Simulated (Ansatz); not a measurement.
**Computed properties of AlP**

AlP:
```cif
data_Al6P6
_chemical_formula_sum 'Al6 P6'
_space_group_name_H-M_alt 'P 1'
_space_group_IT_number 1
_cell_length_a 6.76627
_cell_length_b 6.76627
_cell_length_c 6.76627
_cell_angle_alpha 90.000
_cell_angle_beta 90.000
_cell_angle_gamma 90.000
loop_
_space_group_symop_operation_xyz
  'x, y, z'
loop_
_atom_site_label
_atom_site_type_symbol
_atom_site_fract_x
_atom_site_fract_y
_atom_site_fract_z
_atom_site_occupancy
Al1 Al 0.25000 0.00000 0.50000 1
Al2 Al 0.50000 0.25000 0.00000 1
Al3 Al 0.50000 0.75000 0.00000 1
Al4 Al 0.75000 0.00000 0.50000 1
Al5 Al 0.00000 0.50000 0.75000 1
Al6 Al 0.00000 0.50000 0.25000 1
P1 P 0.25000 0.50000 0.00000 1
P2 P 0.00000 0.25000 0.50000 1
P3 P 0.00000 0.75000 0.50000 1
P4 P 0.75000 0.50000 0.00000 1
P5 P 0.50000 0.00000 0.75000 1
P6 P 0.50000 0.00000 0.25000 1
```

Space group Pm-3n (No. 223); conventional cell a = 6.766 Å, b = 6.766 Å, c = 6.766 Å, α = 90.00°, β = 90.00°, γ = 90.00°.

Method: PBE in the plane-wave PAW code Ansatz. Geometry: relaxed at this level of theory. Other levels are named where they apply.

### Cell and energy

| Property | Result |
|---|---|
| Volume per atom | 25.81 Å³ |
| Density | 1.86 g/cm³ |
| Formation energy from the elements (no fitted shifts) | -0.47 eV/atom |

### Electronic structure

| Item | Value |
|---|---|
| Band gap | 1.49 eV (indirect) |
| Valence-band maximum | at Γ |
| Conduction-band minimum | on the Γ–X line, 71 % of the way from Γ (6 equivalent valleys) |
| Smallest direct gap on the standard path | 1.59 eV |
| Electron effective mass | 0.34, 0.34, 0.77 mₑ (principal values) |
| Hole effective mass, band 1 of 3 at the edge | 3.3 along [100], 3.3 along [110], 0.47 along [111] (mₑ) |
| Hole effective mass, band 2 of 3 at the edge | 3.3 along [100], 0.33 along [110], 0.47 along [111] (mₑ) |
| Hole effective mass, band 3 of 3 at the edge | 0.12 along [100], 0.18 along [110], 0.22 along [111] (mₑ) |

### Mechanics

| Item | Value |
|---|---|
| Bulk modulus (Birch–Murnaghan fit) | 641 kbar |
| Pressure derivative B′ | 4.2 |

The start of the workflow was typed in or built on a structure type; neither database checked (COD, Materials Project) lists it. It is not the phase usual at ambient conditions (space group No. 216). The PBE relaxation kept the symmetry of its start; whether a distortion lowers the energy is not shown. The volume moved by 26 % from the start of the relaxation. The references are the lowest solids computed at this level, not always the standard phases.

Potentials: the earlier of the program's two PAW sets.
